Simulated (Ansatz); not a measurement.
An elastic tensor (GPa, Voigt order, standard axes) from the program Ansatz at the r²SCAN level (PAW):

```
 194   168   168   0.0   0.0   0.0
 168   194   168   0.0   0.0   0.0
 168   168   194   0.0   0.0   0.0
 0.0   0.0   0.0  39.5   0.0   0.0
 0.0   0.0   0.0   0.0  39.5   0.0
 0.0   0.0   0.0   0.0   0.0  39.5
```

Task: Pick the material that matches.
A) TiC, rock salt
B) C, Pn-3m (C on 2a, C on 8e)
C) GaP, zinc blende
D) SiO2, Pn-3m (Si on 2a, O on 4b)

Result: B, C, Pn-3m (C on 2a, C on 8e)

The start of the workflow was typed in or built on a structure type; neither database checked (COD, Materials Project) lists it. It is not the phase usual at ambient conditions (space group No. 194, 227). The cell was relaxed with r²SCAN under the symmetry of its start; whether a distortion lowers the energy is not shown.

Potentials: the earlier of the program's two PAW sets.
